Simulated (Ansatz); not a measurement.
The relaxed structure here is a generated cell of ZrGe: the first start was made by placing the elements on the sites of a structure type, and the end was not matched to a known phase here, so it may be hypothetical.

Relaxation of a generated trial cell of ZrGe in the MnP structure type; 8 atoms in the cell, which starts as Pnma (No. 62), oP8; a = 6.3394 Å, b = 3.8463 Å, c = 7.1396 Å, α = 90.00°, β = 90.00°, γ = 90.00°. Level of theory: r2SCAN (plane waves to 500 eV, PAW, scalar-relativistic; Ansatz, a program for electronic structure). Γ-centred k-mesh 4×6×4 on the run's cell (coarser than for final values), Fermi–Dirac smearing 0.05 eV. This is the first round of the run. 

The optimiser's lines from the output (shortened; P is positive under compression):

```
relax step   1: F+E_penalty+E_count = -33995.16207158 eV  Δ(F+E_penalty+E_count) = +0.000e0 eV  max|allowed force component| = 9.687e-1 eV/Å  Δτ_max = 0.0000 Å  P = -0.843 GPa  Ω = 174.083 Å³  (8 SCF iters, dr2 threshold 1.00e-7 eV, accepted)
relax step   2: F+E_penalty+E_count = -33996.11785700 eV  Δ(F+E_penalty+E_count) = -9.558e-1 eV  max|allowed force component| = 9.556e-1 eV/Å  Δτ_max = 0.1948 Å  P = +0.142 GPa  Ω = 173.430 Å³  (9 SCF iters, dr2 threshold 8.00e-7 eV, accepted)
relax step   3: F+E_penalty+E_count = -33997.00278537 eV  Δ(F+E_penalty+E_count) = -8.849e-1 eV  max|allowed force component| = 3.073e-1 eV/Å  Δτ_max = 0.1911 Å  P = -0.940 GPa  Ω = 173.978 Å³  (9 SCF iters, dr2 threshold 8.00e-7 eV, accepted)
relax step   4: F+E_penalty+E_count = -33997.14444081 eV  Δ(F+E_penalty+E_count) = -1.417e-1 eV  max|allowed force component| = 2.647e-2 eV/Å  Δτ_max = 0.0787 Å  P = +0.822 GPa  Ω = 170.487 Å³  (7 SCF iters, dr2 threshold 8.00e-7 eV, accepted)
relax step   5: F+E_penalty+E_count = -33997.14960365 eV  Δ(F+E_penalty+E_count) = -5.163e-3 eV  max|allowed force component| = 2.813e-3 eV/Å  Δτ_max = 0.0062 Å  P = -0.045 GPa  Ω = 171.912 Å³  (6 SCF iters, dr2 threshold 8.00e-7 eV, accepted)
relax step   6: F+E_penalty+E_count = -33997.15150092 eV  Δ(F+E_penalty+E_count) = -1.897e-3 eV  max|allowed force component| = 1.154e-2 eV/Å  Δτ_max = 0.0072 Å  P = -0.142 GPa  Ω = 172.149 Å³  (6 SCF iters, dr2 threshold 1.51e-7 eV, accepted)
relax step   7: F+E_penalty+E_count = -33997.15136700 eV  Δ(F+E_penalty+E_count) = +1.339e-4 eV  max|allowed force component| = 1.215e-2 eV/Å  Δτ_max = 0.0177 Å  P = -0.105 GPa  Ω = 172.035 Å³  (7 SCF iters, dr2 threshold 3.03e-7 eV, rejected (line search))
relax step   8: F+E_penalty+E_count = -33997.15295059 eV  Δ(F+E_penalty+E_count) = -1.450e-3 eV  max|allowed force component| = 2.790e-3 eV/Å  Δτ_max = 0.0073 Å  P = +0.004 GPa  Ω = 171.873 Å³  (10 SCF iters, accepted)
relax step   9: F+E_penalty+E_count = -33997.15298025 eV  Δ(F+E_penalty+E_count) = -2.966e-5 eV  max|allowed force component| = 2.412e-3 eV/Å  Δτ_max = 0.0022 Å  P = -0.001 GPa  Ω = 171.881 Å³  (6 SCF iters, dr2 threshold 3.99e-9 eV, accepted)
relax step  10: F+E_penalty+E_count = -33997.15411573 eV  Δ(F+E_penalty+E_count) = -1.135e-3 eV  max|allowed force component| = 2.535e-3 eV/Å  Δτ_max = 0.0000 Å  P = -0.007 GPa  Ω = 171.881 Å³  stress off target by 3.01e-2 GPa  SCF on the basis re-selected at this cell (its energy is not comparable with the rows above)  (7 SCF iters)
relax step  11: F+E_penalty+E_count = -33997.15412823 eV  Δ(F+E_penalty+E_count) = -1.249e-5 eV  max|allowed force component| = 2.760e-4 eV/Å  Δτ_max = 0.0001 Å  P = -0.001 GPa  Ω = 171.864 Å³  (6 SCF iters, dr2 threshold 2.26e-9 eV, accepted)
relax step  12: F+E_penalty+E_count = -33997.15412361 eV  Δ(F+E_penalty+E_count) = +4.613e-6 eV  max|allowed force component| = 2.731e-4 eV/Å  Δτ_max = 0.0000 Å  P = -0.001 GPa  Ω = 171.864 Å³  stress off target by 3.67e-3 GPa  SCF on the basis re-selected at this cell (its energy is not comparable with the rows above)  (4 SCF iters)
```

From the first to the last row the energy changes by -0.25 eV/atom and the volume by -1.3 %. The last row is marked as not comparable with the walk above it, whose basis was carried along; it does compare with step 1, since both stand on a basis selected at the nominal cutoff for their own cell.

Step 7 was rejected by the optimiser.

Later rounds, restarted from the end of this one on a renewed k-mesh, logged 5 more steps and released under 0.01 eV/atom more. The final structure after all rounds: P6₃/mmc (No. 194), hP4, NiAs type; a = 3.825 Å, b = 3.825 Å, c = 6.782 Å, α = 90.00°, β = 90.00°, γ = 120.00°. Between re-selections the logged energies stand on a plane-wave basis carried along with the cell. No spin polarisation in the result.

The run could not lose the symmetry of its start: the end is stationary, and may be a saddle point rather than a minimum.
